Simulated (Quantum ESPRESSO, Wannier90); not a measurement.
**Te₂Pd (P-3m1), plane waves to Wannier functions**

```
begin unit_cell_cart
ang
    4.0700898546    0.0000000000    0.0000000000
   -2.0350449273    3.5248012098    0.0000000000
    0.0000000000    0.0000000000    5.2330800000
end unit_cell_cart
begin atoms_frac
Te   0.3333333333 -0.3333333333  0.2610900000
Te  -0.3333333333  0.3333333333 -0.2610900000
Pd   0.0000000000  0.0000000000  0.0000000000
end atoms_frac
```

Materials Project entry mp-782; symmetrised, unrelaxed at this level. COD (Crystallography Open Database) has an entry of this formula and space group (matched by these alone). Computed values, not measurements, from PBEsol: Quantum ESPRESSO (norm-conserving PseudoDojo potentials, cutoff 66 Ry, no spin polarisation, no spin-orbit coupling) on a Γ-centred 6×6×4 mesh, then Wannier90. Density: 12×12×6 mesh, cold smearing 0.01 Ry. The cell is built of weakly bound layers, chains or molecules, whose nearest atoms lie 3.43 Å apart. Database cells relaxed without dispersion often hold them too far apart, which can enlarge gaps and weakens couplings between them; spacing and stacking were not compared with the measured crystal. Spin-orbit coupling is left out although heavy elements are present.

Bands 17-27 form an isolated set from -6.17 to 2.32 eV relative to the Fermi level (on the path) and are turned into 11 Wannier functions by minimising the spread from the start: atomic waves Pd 4d, Te 5p.

Centres (Cartesian, Å; one of the equivalent choices) and spreads:

```
n        x       y       z  spread (Å²)  nearest atom
--  ------  ------  ------  -----------  ------------
1    2.035  -1.175   1.448        2.831           Te1
2    2.035  -1.090   1.282        2.829           Te1
3    2.035  -1.262   1.283        2.830           Te1
4   -2.035   1.175  -1.448        2.831           Te2
5   -2.035   1.090  -1.282        2.829           Te2
6   -2.035   1.262  -1.283        2.830           Te2
7    0.000   0.000   0.000        0.919           Pd3
8    0.000   0.000   0.000        1.080           Pd3
9    0.000   0.000   0.000        1.079           Pd3
10   0.000   0.000   0.000        1.110           Pd3
11   0.000   0.000   0.000        1.110           Pd3
```

Ω_I = 21.11 Å², Ω_total = 22.28 Å²; the interpolated bands follow pw.x to 8.2 meV rms on the path. Only this start was tried; a symmetric start can stop on a saddle, and mixtures of these functions could lower the total by at most Ω_total − Ω_I.
